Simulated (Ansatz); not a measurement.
Starting cell, MgB2 (AlB2 type, space group P6/mmm):

```
MgB2
1.0
    3.06322     0.00000     0.00000
   -1.53161     2.65283     0.00000
    0.00000     0.00000     3.49987
Mg B
1 2
Direct
  0.00000   0.00000   0.00000
  0.33333   0.66667   0.50000
  0.66667   0.33333   0.50000
```

In this cell atom 3 (B, nearest neighbour B at 1.769 Å; its periodic images, 3.1 Å or more away, move with it) is moved by s along Cartesian z, unit vector (0.000, 0.000, 1.000); all other atoms and the cell stay fixed.

Level of theory: PBEsol (plane waves to 420 eV, PAW, scalar-relativistic; Ansatz, a quantum-chemistry and plane-wave program). k mesh 14×14×11 (Γ-centred), Fermi-Dirac smearing 0.05 eV. Energies are smeared free energies. With partly filled bands, energies and forces of such displacements shift with the k mesh and the smearing. MgB2 was relaxed with its symmetry unable to fall. The zero of ΔE is the undisplaced structure. The last digit holds for this mesh only.

| s (Å) | ΔE (meV/cell) |
|---|---|
| -0.350 | 685.8 |
| -0.280 | 440.2 |
| -0.210 | withheld |
| -0.140 | 110.5 |
| -0.070 | 27.7 |
| 0.000 | 0.0 |
| 0.070 | 27.7 |
| 0.140 | 110.5 |
| 0.210 | withheld |
| 0.280 | 440.2 |
| 0.350 | 685.8 |

Problem. Fit an even polynomial form (powers 2, 4) to the given rows and predict ΔE at s = -0.210.

Solution. Least squares on the 9 given rows: ΔE = (5645)·s² + (-377.8)·s⁴, in meV/cell with s in Å; root-mean-square residual 0.04 meV/cell. At -0.210 the fit gives 248.2 meV/cell; the calculation gives 248.2 meV/cell, the same to the digits shown. The quadratic term alone would give 248.9 meV/cell.

(For displaced atoms, the force is minus the slope of the energy, and its curvature is a force constant, which sets phonon frequencies.)
